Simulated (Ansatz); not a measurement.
Input:

K$_{3}$GaF$_{6}$:
```yaml
crystal:
  lattice:
    - [0.00000, 4.34795, 4.34795]
    - [4.34795, 0.00000, 4.34795]
    - [4.34795, 4.34795, 0.00000]
  atoms:
    - { symbol: K, position: [0.25000, 0.25000, 0.25000] }
    - { symbol: K, position: [0.75000, 0.75000, 0.75000] }
    - { symbol: K, position: [0.50000, 0.50000, 0.50000] }
    - { symbol: Ga, position: [0.00000, 0.00000, 0.00000] }
    - { symbol: F, position: [0.78277, 0.21723, 0.21723] }
    - { symbol: F, position: [0.21723, 0.78277, 0.78277] }
    - { symbol: F, position: [0.21723, 0.78277, 0.21723] }
    - { symbol: F, position: [0.78277, 0.21723, 0.78277] }
    - { symbol: F, position: [0.21723, 0.21723, 0.78277] }
    - { symbol: F, position: [0.78277, 0.78277, 0.21723] }
```

This is the r²SCAN-relaxed structure.

Question: All from r²SCAN (plane waves, PAW; program Ansatz), unless another level is named. Estimate the HSE06 gap on the r²SCAN cell.

Answer: 8.30 eV.

Question: What about the band gap?

Answer: 6.97 eV (smallest direct gap 6.97 eV).

Question: Predict the hole effective mass with spin–orbit coupling, band 1 of 2 at the edge.

Answer: 11 along [100], 7.6 along [110], 6.5 along [111] (mₑ).

Question: And the electron effective mass with spin–orbit coupling?

Answer: 0.55 mₑ (isotropic).

Question: Give the hole effective mass with spin–orbit coupling, band 2 of 2 at the edge.

Answer: 3.9 along [100], 4.6 along [110], 5.1 along [111] (mₑ).

Question: Give the weight of the valence-edge state by species (Voronoi cells).

Answer: F 99 %.

Space group Fm-3m. The first step of the workflow began from a Materials Project structure, measured or hypothetical; the Crystallography Open Database files this formula in space group No. 225, but the cells were not matched. Its standing as an ambient phase is unchecked. Symmetry was held in the r²SCAN relaxation; whether a distortion lowers the energy is not shown. Spin–orbit coupling is left out wherever it is not named.

Potentials: the later of the program's two PAW sets.
